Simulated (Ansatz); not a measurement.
Pd (fcc (Cu type), Fm-3m), a = 3.942 Å, b = 3.942 Å, c = 3.942 Å, α = 90.00°, β = 90.00°, γ = 90.00°; the cell used has 1 atom.

This is the PBE-relaxed structure.

**Question.** All from PBE (plane waves, PAW; program Ansatz), unless another level is named. Give the Hill bulk and shear moduli.

**Answer.** 169 and 49.0 GPa.

**Question.** Give the elastic constants (relaxed ions, GPa).

**Answer.** C11 = 204, C12 = 151, C44 = 73.4.

The cell was relaxed with PBE under the symmetry of its start. No spin polarisation was allowed. As this level gives no gap, shear constants depend on the k-mesh and smearing (Fermi–Dirac, 0.1 eV here). On the denser mesh and wider smearing of the elastic run this cell carries a stress of 0.4 GPa.

Potentials: the later of the program's two PAW sets.
